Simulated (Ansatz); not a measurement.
CaTiO3 (cubic perovskite, Pm-3m), LDA (plane waves, PAW; program Ansatz), all energies at zero smearing, with the estimated change up to a 700 eV cutoff added, with one set of potentials and settings (totals compare only within such a set). Cell of 5 atoms (1 Ca, 1 Ti, 3 O): -5897.332 eV.

```tsv
element	reference phase	E (eV/atom)
Ca	Fm-3m, 1 atoms in the cell	-1772.6031
Ti	P6/mmm, 3 atoms in the cell	-2450.3259
O	C2/m, 4 atoms in the cell, spin-polarised	-552.6518
```

Formation energy per atom, worked out: (-5897.332 − 1×(-1772.6031) − 1×(-2450.3259) − 3×(-552.6518))/5 = -3.289 eV/atom (-317 kJ per mol of atoms), at 0 K, without zero-point energy or fitted corrections.

The workflow started from an entry of the Crystallography Open Database (COD), which files this formula under 5 space groups. Its standing as an ambient phase is unchecked. The cell was relaxed with LDA under the symmetry of its start. At this level the phase is dynamically unstable (imaginary phonons). The run is not spin-polarised. The references are the lowest solids computed at this level, not always the standard phases (solids in place of the gases).

Potentials: the later of the program's two PAW sets.
